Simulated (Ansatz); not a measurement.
Theory: Ansatz 0.2.0, DFT PBE, scalar-relativistic, plane waves, PAW. Settings: cutoff 420 eV, Γ-centred meshes spaced at most about 0.3 Å⁻¹, and about 0.25 Å⁻¹ or finer for metals (2π included), Gaussian smearing. No spin polarisation in the final relaxations.

Temperature and zero-point effects are left out. All come from trial cells, and lower structures may exist.

Problem. These unrelaxed guesses for B2SbI3 are each relaxed within their symmetry. Order them by the energy at which they end, lowest first.
1.

```
B Sb I
1.0
     4.37153    0.00000    0.00000
     0.00000    4.37153    0.00000
     0.00000    0.00000    9.63090
B Sb I
2 1 3
Direct
  0.00000 0.50000 0.73150
  0.50000 0.00000 0.26850
  0.00000 0.00000 0.00000
  0.00000 0.50000 0.38350
  0.50000 0.00000 0.61650
  0.50000 0.50000 0.00000
```

2.

```
B Sb I
1.0
     3.19888    1.84687    5.05784
    -3.19888    1.84687    5.05784
     0.00000   -3.69375    5.05784
B Sb I
2 1 3
Direct
  0.62547 0.62547 0.62547
  0.37453 0.37453 0.37453
  0.00000 0.00000 0.00000
  0.00000 0.50000 0.00000
  0.50000 0.00000 0.00000
  0.00000 0.00000 0.50000
```

3.

```
B Sb I
1.0
     4.67866    0.00000    0.00000
    -2.33933    4.05184    0.00000
     0.00000    0.00000   10.84345
B Sb I
2 1 3
Direct
  0.00000 0.00000 0.16494
  0.00000 0.00000 0.83506
  0.66667 0.33333 0.00000
  0.17358 0.82642 0.00000
  0.17358 0.34716 0.00000
  0.65284 0.82642 0.00000
```

4.

```
B Sb I
1.0
     3.98045    0.00000    0.00000
     0.00000    3.98045    0.00000
     0.00000    0.00000   13.89523
B Sb I
2 1 3
Direct
  0.00000 0.00000 0.02411
  0.50000 0.50000 0.49128
  0.50000 0.50000 0.15158
  0.00000 0.00000 0.65145
  0.00000 0.00000 0.32937
  0.50000 0.50000 0.85221
```

Solution. 3 (ends in P-6m2, 0 meV/atom), 4 (ends in P4mm, 22 meV/atom), 2 (ends in R-3m, 129 meV/atom), 1 (ends in P-4m2, 0.53 eV/atom). Even the lowest end lies +0.72 eV/atom against the elements.

No dispersion correction is applied, so the spacing and binding between layers, chains or molecules are poorly described (P4mm, P-4m2), and this can change margins and order among such cells. These runs have no spin–orbit coupling, which can matter for I and Sb. Cells relaxed within their symmetry can be saddle points. Some structure types and database cells were kept out of the candidates from the start, so a known form may be missing.
